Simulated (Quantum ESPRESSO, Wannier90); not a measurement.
# TlBr (Cmcm): Wannier90 run

Materials Project entry mp-568949; symmetrised, unrelaxed at this level. Not found in the COD (Crystallography Open Database) copy used, which has the formula in other groups; not checked further. Computed values, not measurements, from PBEsol: Quantum ESPRESSO (norm-conserving PseudoDojo potentials, cutoff 50 Ry, no spin polarisation, no spin-orbit coupling) on a Γ-centred 8×6×8 mesh, then Wannier90. Density: 8×6×8 mesh, cold smearing 0.01 Ry. Spin-orbit coupling is left out although heavy elements are present.

```
begin unit_cell_cart
ang
    4.4195100000    0.0000000000    0.0000000000
    0.0000000000    0.0000000000   -4.9717600000
   -2.2097550000    6.2222700000    0.0000000000
end unit_cell_cart
mp_grid = 8 6 8
```

Question: Which shells of neighbouring k-points and which b-vectors and weights does Wannier90 pick for this cell and mesh?

Answer: 
```
 *---------------------------------- K-MESH ----------------------------------*
 +----------------------------------------------------------------------------+
 |                    Distance to Nearest-Neighbour Shells                    |
 |                    ------------------------------------                    |
 |          Shell             Distance (Ang^-1)          Multiplicity         |
 |          -----             -----------------          ------------         |
 |             1                   0.126224                      2            |
 |             2                   0.188586                      4            |
 |             3                   0.210629                      2            |
 |             4                   0.245555                      4            |
 |             5                   0.252447                      2            |
 |             6                   0.259672                      4            |
 |             7                   0.282717                      8            |
 |             8                   0.328777                      4            |
       ... (lines left out)
 +----------------------------------------------------------------------------+
 | The b-vectors are chosen automatically                                     |
 | The following shells are used:                       1,  2,  3             |
 +----------------------------------------------------------------------------+
 |                        Shell   # Nearest-Neighbours                        |
 |                        -----   --------------------                        |
 |                          1               2                                 |
 |                          2               4                                 |
 |                          3               2                                 |
 +----------------------------------------------------------------------------+
 | Completeness relation is fully satisfied [Eq. (B1), PRB 56, 12847 (1997)]  |
 +----------------------------------------------------------------------------+
 |                  b_k Vectors (Ang^-1) and Weights (Ang^2)                  |
 |                  ----------------------------------------                  |
 |            No.         b_k(x)      b_k(y)      b_k(z)        w_b           |
 |            ---        --------------------------------     --------        |
 |             1         0.000000    0.126224    0.000000    27.424505        |
 |             2         0.000000   -0.126224    0.000000    27.424505        |
 |             3         0.177712    0.063112    0.000000     7.916049        |
 |             4         0.177712   -0.063112    0.000000     7.916049        |
 |             5        -0.177712   -0.063112    0.000000     7.916049        |
 |             6        -0.177712    0.063112    0.000000     7.916049        |
 |             7         0.000000    0.000000   -0.210629    11.270238        |
 |             8         0.000000    0.000000    0.210629    11.270238        |
```
